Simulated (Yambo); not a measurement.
Absorption of LiC (space group Immm, No. 71) under isotropic strain of -3 % on all lattice vectors with and without the electron-hole interaction (Yambo, PBEsol bands; 8×8×8 mesh, 4 valence and 2 conduction bands, static screening with 24 bands and a 4 Ry block, scissor 2.27 eV, Tamm-Dancoff; field along x). Axes are Cartesian, with cell vectors (Å) (-1.73, 2.33, 2.57), (1.73, -2.33, 2.57), (1.73, 2.33, -2.57).

```json
[
 {"E (eV)": "3.80", "Im ε, BSE": "0.05", "Im ε, independent quasiparticles": "0.03"},
 {"E (eV)": "3.90", "Im ε, BSE": "0.05", "Im ε, independent quasiparticles": "0.03"},
 {"E (eV)": "4.00", "Im ε, BSE": "0.06", "Im ε, independent quasiparticles": "0.03"},
 {"E (eV)": "4.10", "Im ε, BSE": "0.06", "Im ε, independent quasiparticles": "0.03"},
 {"E (eV)": "4.20", "Im ε, BSE": "0.07", "Im ε, independent quasiparticles": "0.03"},
 {"E (eV)": "4.30", "Im ε, BSE": "0.07", "Im ε, independent quasiparticles": "0.03"},
 {"E (eV)": "4.40", "Im ε, BSE": "0.08", "Im ε, independent quasiparticles": "0.04"},
 {"E (eV)": "4.50", "Im ε, BSE": "0.09", "Im ε, independent quasiparticles": "0.04"},
 {"E (eV)": "4.60", "Im ε, BSE": "0.10", "Im ε, independent quasiparticles": "0.04"},
 {"E (eV)": "4.70", "Im ε, BSE": "0.11", "Im ε, independent quasiparticles": "0.04"},
 {"E (eV)": "4.80", "Im ε, BSE": "0.13", "Im ε, independent quasiparticles": "0.05"},
 {"E (eV)": "4.90", "Im ε, BSE": "0.15", "Im ε, independent quasiparticles": "0.05"},
 {"E (eV)": "5.00", "Im ε, BSE": "0.17", "Im ε, independent quasiparticles": "0.05"},
 {"E (eV)": "5.10", "Im ε, BSE": "0.21", "Im ε, independent quasiparticles": "0.06"},
 {"E (eV)": "5.20", "Im ε, BSE": "0.26", "Im ε, independent quasiparticles": "0.06"},
 {"E (eV)": "5.30", "Im ε, BSE": "0.35", "Im ε, independent quasiparticles": "0.07"},
 {"E (eV)": "5.40", "Im ε, BSE": "0.52", "Im ε, independent quasiparticles": "0.08"},
 {"E (eV)": "5.50", "Im ε, BSE": "0.85", "Im ε, independent quasiparticles": "0.09"},
 {"E (eV)": "5.60", "Im ε, BSE": "1.34", "Im ε, independent quasiparticles": "0.10"},
 {"E (eV)": "5.70", "Im ε, BSE": "1.41", "Im ε, independent quasiparticles": "0.13"},
 {"E (eV)": "5.80", "Im ε, BSE": "1.19", "Im ε, independent quasiparticles": "0.16"},
 {"E (eV)": "5.90", "Im ε, BSE": "1.15", "Im ε, independent quasiparticles": "0.22"},
 {"E (eV)": "6.00", "Im ε, BSE": "1.13", "Im ε, independent quasiparticles": "0.33"},
 {"E (eV)": "6.10", "Im ε, BSE": "1.22", "Im ε, independent quasiparticles": "0.46"},
 {"E (eV)": "6.20", "Im ε, BSE": "1.51", "Im ε, independent quasiparticles": "0.55"},
 {"E (eV)": "6.30", "Im ε, BSE": "1.90", "Im ε, independent quasiparticles": "0.59"},
 {"E (eV)": "6.40", "Im ε, BSE": "2.09", "Im ε, independent quasiparticles": "0.58"},
 {"E (eV)": "6.50", "Im ε, BSE": "2.15", "Im ε, independent quasiparticles": "0.58"},
 {"E (eV)": "6.60", "Im ε, BSE": "2.35", "Im ε, independent quasiparticles": "0.61"},
 {"E (eV)": "6.70", "Im ε, BSE": "2.75", "Im ε, independent quasiparticles": "0.72"},
 {"E (eV)": "6.80", "Im ε, BSE": "3.62", "Im ε, independent quasiparticles": "0.87"},
 {"E (eV)": "6.90", "Im ε, BSE": "5.01", "Im ε, independent quasiparticles": "0.98"},
 {"E (eV)": "7.00", "Im ε, BSE": "5.30", "Im ε, independent quasiparticles": "1.08"},
 {"E (eV)": "7.10", "Im ε, BSE": "4.93", "Im ε, independent quasiparticles": "1.00"},
 {"E (eV)": "7.20", "Im ε, BSE": "4.33", "Im ε, independent quasiparticles": "0.88"},
 {"E (eV)": "7.30", "Im ε, BSE": "3.96", "Im ε, independent quasiparticles": "0.86"},
 {"E (eV)": "7.40", "Im ε, BSE": "4.01", "Im ε, independent quasiparticles": "0.97"},
 {"E (eV)": "7.50", "Im ε, BSE": "4.07", "Im ε, independent quasiparticles": "1.13"},
 {"E (eV)": "7.60", "Im ε, BSE": "4.53", "Im ε, independent quasiparticles": "1.30"},
 {"E (eV)": "7.70", "Im ε, BSE": "4.29", "Im ε, independent quasiparticles": "1.51"},
 {"E (eV)": "7.80", "Im ε, BSE": "3.33", "Im ε, independent quasiparticles": "1.90"},
 {"E (eV)": "7.90", "Im ε, BSE": "3.04", "Im ε, independent quasiparticles": "2.16"},
 {"E (eV)": "8.00", "Im ε, BSE": "3.14", "Im ε, independent quasiparticles": "2.53"},
 {"E (eV)": "8.10", "Im ε, BSE": "3.41", "Im ε, independent quasiparticles": "3.17"},
 {"E (eV)": "8.20", "Im ε, BSE": "3.22", "Im ε, independent quasiparticles": "3.82"},
 {"E (eV)": "8.30", "Im ε, BSE": "3.46", "Im ε, independent quasiparticles": "4.09"},
 {"E (eV)": "8.40", "Im ε, BSE": "3.59", "Im ε, independent quasiparticles": "3.88"},
 {"E (eV)": "8.50", "Im ε, BSE": "3.11", "Im ε, independent quasiparticles": "3.95"},
 {"E (eV)": "8.60", "Im ε, BSE": "2.44", "Im ε, independent quasiparticles": "3.89"},
 {"E (eV)": "8.70", "Im ε, BSE": "2.07", "Im ε, independent quasiparticles": "3.60"},
 {"E (eV)": "8.80", "Im ε, BSE": "1.92", "Im ε, independent quasiparticles": "3.48"},
 {"E (eV)": "8.90", "Im ε, BSE": "1.73", "Im ε, independent quasiparticles": "3.61"},
 {"E (eV)": "9.00", "Im ε, BSE": "1.52", "Im ε, independent quasiparticles": "3.91"},
 {"E (eV)": "9.10", "Im ε, BSE": "1.40", "Im ε, independent quasiparticles": "4.08"},
 {"E (eV)": "9.20", "Im ε, BSE": "1.34", "Im ε, independent quasiparticles": "4.18"},
 {"E (eV)": "9.30", "Im ε, BSE": "1.24", "Im ε, independent quasiparticles": "4.48"},
 {"E (eV)": "9.40", "Im ε, BSE": "1.16", "Im ε, independent quasiparticles": "4.50"},
 {"E (eV)": "9.50", "Im ε, BSE": "1.13", "Im ε, independent quasiparticles": "4.12"},
 {"E (eV)": "9.60", "Im ε, BSE": "1.06", "Im ε, independent quasiparticles": "3.83"},
 {"E (eV)": "9.70", "Im ε, BSE": "0.98", "Im ε, independent quasiparticles": "3.44"},
 {"E (eV)": "9.80", "Im ε, BSE": "0.90", "Im ε, independent quasiparticles": "3.13"},
 {"E (eV)": "9.90", "Im ε, BSE": "0.88", "Im ε, independent quasiparticles": "2.96"},
 {"E (eV)": "10.00", "Im ε, BSE": "0.97", "Im ε, independent quasiparticles": "2.60"}
]
```

The scissor comes from a G0W0 run whose convergence isn't established. Broadening 0.15 eV. The band window holds all transitions up to 10.0 eV. Fine structure above the onset can come from the mesh.

Geometry strained from the cell relaxed with PBEsol, atoms relaxed again; primitive cell a = b = c = 3.8803 Å, α = 126.93°, β = 106.14°, γ = 96.95°.
